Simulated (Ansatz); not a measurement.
**Relaxing OsI3 in the ReO3-type structure**

The computed numbers are results of PBE+U (U_eff = 2 eV on Os 5d), scalar-relativistic (collinear spin) in the plane-wave PAW code Ansatz at 420 eV, Γ-centred 6×6×6 mesh, 0.05 eV Gaussian smearing; PAW files: Ansatz's generated set soft_2.

This is a trial structure made by placing the elements on a prototype's sites, so it needn't be the stable form. The ideal cubic cell shuts out tilts of the octahedra, which such structures often take.

Starting cell:

```
Os I
1.0
     5.66000    0.00000    0.00000
     0.00000    5.66000    0.00000
     0.00000    0.00000    5.66000
Os I
1 3
Direct
  0.00000 0.00000 0.00000
  0.50000 0.00000 0.00000
  0.00000 0.00000 0.50000
  0.00000 0.50000 0.00000
```

Moments typed, the run going on from the state of an earlier one (μB, in the order of the atoms): 1.0, 0.0, 0.0, 0.0.

The first steps of the search for zero pressure:

```csv
run,level,k-mesh,kind,V (Å³/atom),P (GPa),gap on the mesh (eV),largest moment (μB)
1,PBE+U,4×4×4,fixed cell,45.33,-1.8,metal,1.75
```

(1) At which volume does PBE+U reach zero pressure?

Answer:

(1) 42.44 Å³/atom, about 6.4 % under the start.

The steps that followed:

```csv
run,level,k-mesh,kind,V (Å³/atom),P (GPa),E − E(final) (meV/atom),gap on the mesh (eV),largest moment (μB)
2,PBE+U,4×4×4,fixed cell,44.78,-1.5,–,metal,1.73
3,PBE+U,4×4×4,fixed cell,42.80,0.0,–,metal,1.66
4,PBE+U,6×6×6,fixed cell,42.80,-0.3,0.3,metal,1.78
5,PBE+U,6×6×6,fixed cell,42.63,-0.2,0.1,metal,1.77
6,PBE+U,6×6×6,fixed cell,42.44,0.0,0.0,metal,1.76
```

The cell is relaxed to zero pressure at this level.

The final structure (symmetry read at 0.01 Å). The structure is cubic, space group Pm-3m (No. 221). Conventional cell: a = 5.537 Å, b = 5.537 Å, c = 5.537 Å, α = 90.00°, β = 90.00°, γ = 90.00°. Os (site symmetry m-3m) has 6 I at 2.77 Å as nearest neighbours. I (site symmetry 4/mmm) is surrounded by 2 Os at 2.77 Å. (Shells end 15 % past the nearest neighbour.)

```tsv
atom	site	symmetry	x	y	z
Os	1a	m-3m	0.0000	0.0000	0.0000
I	3d	4/mm.m	0.5000	0.0000	0.0000
```

Of 2 converged starts of the open shells, 2 reached the lowest state found. Among 5 magnetic starts the lowest energy, to 0.5 meV/atom, came from: ferromagnetic; small parallel starting moments. The next state (antiferromagnetic, doubled cell, propagation vector (0, 1/2, 1/2)) lies 5.4 meV/atom higher. At the final geometry the gap, band path included, is zero (metallic) and the site spin moments are Os 1.76; I 0.12 μB. The runs in the table took roughly 2.3 core-minutes.

Open d and f shells can converge to several self-consistent states; this is the one that the run reached. Spin–orbit coupling, which matters for such heavy elements, is left out. The program warned that the potential is rough where the density is thin (voids or gaps), so long spacings are poorly fixed. Site moments are of spin, integrated over atomic spheres.
